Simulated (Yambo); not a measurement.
Yambo run on Rb$_{2}$Ni$_{3}$S$_{4}$ (space group Fmmm, No. 69). The wavefunctions are PBEsol (Quantum ESPRESSO, PseudoDojo norm-conserving, 98 Ry, scalar-relativistic) ones on a 2×2×2 mesh (48 occupied bands); a = 8.486 Å, b = 7.478 Å, c = 5.769 Å, α = 78.51°, β = 59.72°, γ = 41.77°.

Yambo input:

```
rim_cut
HF_and_locXC
RandQpts= 1000000
RandGvec= 1 Ry
EXXRLvcs= 98 Ry
VXCRLvcs= 392 Ry
% QPkrange
 1 | 1 | 48 | 49 |
 2 | 2 | 48 | 49 |
 3 | 3 | 48 | 49 |
 4 | 4 | 48 | 49 |
 5 | 5 | 48 | 49 |
%
```

k points by index: 1 = Γ, 2 = (0, 0, -0.5), 3 = (0, -0.5, -0.5), 4 = (-0.5, 0, -0.5), 5 = (-0.5, -0.5, 0).

The o-*.hf file then holds:

```
#    K-point    Band    Eo [eV]    Ehf [eV]    Vxc [eV]    Vnlxc [eV]
#
    1    48    -0.030960    -6.696186    -28.67171    -35.33694
    1    49    1.346625    4.032813    -22.06412    -19.37794
    2    48    -0.111503    -6.577053    -27.18353    -33.64908
    2    49    1.012894    4.938554    -21.57122    -17.64556
    3    48    0.000000    -5.934574    -25.80468    -31.73925
    3    49    0.974800    4.830988    -21.51156    -17.65537
    4    48    -0.059758    -5.897948    -24.84490    -30.68309
    4    49    1.169133    4.286019    -20.80406    -17.68717
    5    48    -0.012646    -6.691499    -28.75350    -35.43235
    5    49    1.377039    4.145014    -22.08097    -19.31299
```
Exchange alone, without screening.

Geometry of the Materials Project entry, not relaxed at this level.

The structure is a Materials Project entry; no match was found in the copy of COD used, and its stability was not checked.

The runs are not spin-polarised; magnetic order was not tried.
